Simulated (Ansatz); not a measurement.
SnO (NiAs type, space group No. 194), the program Ansatz at the PBE level (PAW), all energies at zero smearing, with the estimated change up to a 700 eV cutoff added, with one set of potentials and settings (totals compare only within such a set). Cell of 4 atoms (2 Sn, 2 O): -13181.306 eV.

```tsv
element	reference phase	E (eV/atom)
Sn	Fd-3m, 2 atoms in the cell	-6024.2128
O	C2/m, 4 atoms in the cell, spin-polarised	-565.0000
```

Formation energy per atom, worked out: (-13181.306 − 2×(-6024.2128) − 2×(-565.0000))/4 = -0.720 eV/atom (-69 kJ per mol of atoms), at 0 K, without zero-point energy or fitted corrections.

Space group P6_3/mmc (NiAs type). The cell is a constructed one: a structure type filled with these elements; neither database checked (COD, Materials Project) lists it. It is not the phase usual at ambient conditions (space group No. 129). The cell was relaxed with PBE under the symmetry of its start; its stability against distortions is not shown here. The references are the lowest solids computed at this level, not always the standard phases (solids in place of the gases). Scalar-relativistic: spin–orbit coupling is off unless named, which matters more the heavier the elements.

Potentials: the later of the program's two PAW sets.
